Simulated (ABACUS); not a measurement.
A self-consistent single point of ZnSe (F-43m, 8 atoms in the cell; from Materials Project mp-1190, changed as shown).

```xyz
8
Lattice="5.5516 0.0000 0.0000 0.0000 5.5516 0.0000 0.0000 0.0000 5.5516" Properties=species:S:1:pos:R:3 pbc="T T T"
Zn     0.0000     0.0000     0.0000
Zn     0.0000     2.7758     2.7758
Zn     2.7758     0.0000     2.7758
Zn     2.7758     2.7758     0.0000
Se     1.3879     1.3879     1.3879
Se     1.3879     4.1637     4.1637
Se     4.1637     1.3879     4.1637
Se     4.1637     4.1637     1.3879
```

Computed with LDA (PW92), numerical atomic orbitals SZP (confined pseudo-atomic orbitals with Gaussian additions; energy shift 0.01 Ry), PseudoDojo 0.4 standard norm-conserving LDA (tails mended) pseudopotentials (ABACUS).

ABACUS settings:

```
setting                                                               value
---------------  ----------------------------------------------------------
basis                   SZP numerical atomic orbitals, energy shift 0.01 Ry
KPT                                                       Gamma 4 4 4 0 0 0
basis_type                                                             lcao
dft_functional                                                        PWLDA
ecutwfc                                                              100 Ry
smearing_method                                                          fd
smearing_sigma                                               0.000734986 Ry
potentials       PseudoDojo 0.4 standard norm-conserving LDA (tails mended)
symmetry                                                                  1
symmetry_prec                                                         1e-05
ks_solver                                                           genelpa
scf_nmax                                                                100
scf_thr                                                             1.0e-07
mixing_type                                                           pulay
mixing_beta                                                             0.4
```

Question: Estimate, at this level of theory: gap on the k-point mesh and pressure.

Answer: The run gave:

- Gap on the k-point mesh = 1.74 eV
- Pressure = 2.75 GPa

Gaps are taken between levels on the mesh.

For comparison: a first run was changed to give this one (lattice scaled by 0.98), and from it to this one the free energy rises by 3.4 meV/atom, the pressure goes from -1.71 to 2.75 GPa and the gap on the mesh goes from 1.397 to 1.737 eV.

The atom-centred basis is finite, which shifts total energies, pressures and gaps against plane waves. A single-zeta basis is rough, for pressures and forces above all. The structure comes from a collection of computed structures, made at another level of theory; the collection holds predicted forms beside known ones.

Cost on one core: roughly 24 core-seconds.

The atomic orbitals were generated for these runs; they are not ABACUS's published sets and were checked against plane waves on a few crystals only.

“Tails mended”: in these copies of the files the far tail of each local potential was reset to the Coulomb form.
